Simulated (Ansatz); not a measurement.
## P under pressure

The calculation used DFT PBEsol+D3(BJ), scalar-relativistic, plane waves, PAW (Ansatz). Run with 420 eV cutoff, 14×14×12 k-mesh, Gaussian smearing of 0.10 eV, no spin polarisation.

Reference structure (relaxed):

```
CELL_PARAMETERS angstrom
1.67457 -4.94778 0.00000
1.67457 4.94778 0.00000
0.00000 0.00000 3.82981
ATOMIC_POSITIONS crystal
P 0.11117 0.88883 0.94306
P 0.61117 0.38883 0.55694
P 0.88883 0.11117 0.05694
P 0.38883 0.61117 0.44306
```

Cell and atoms are relaxed at each pressure within the symmetry of the start, at zero temperature, so transitions that lower the symmetry aren't seen. The k-mesh given is that at zero pressure and may differ at others. a, b and c are the lengths of the cell vectors above. The axial ratios are soft, so the single lengths don't run smoothly.

```csv
P (GPa),V (Å³/atom),V/V0,a (Å),b (Å),c (Å)
-2,17.11,1.078,5.324,5.324,4.065
0,15.87,1.000,5.223,5.223,3.830
2,15.20,0.958,5.152,5.152,3.716
5,14.43,0.910,5.057,5.057,3.586
10,13.58,0.856,4.963,4.963,3.471
20,12.22,0.770,4.860,4.860,3.283
40,11.06,0.697,4.648,4.648,3.378
```

Problem. Does the structure keep its space group?

Solution. No: Cmce (64) at -2 GPa, Cmce (64) at 0 GPa, Cmce (64) at 2 GPa, Cmce (64) at 5 GPa, Cmce (64) at 10 GPa, Fmmm (69) at 20 GPa, Fmmm (69) at 40 GPa.

Problem. Which cell vector or vectors give way most up to 40 GPa?

Solution. c: the changes are a -11.0 %, b -11.0 %, c -11.8 %.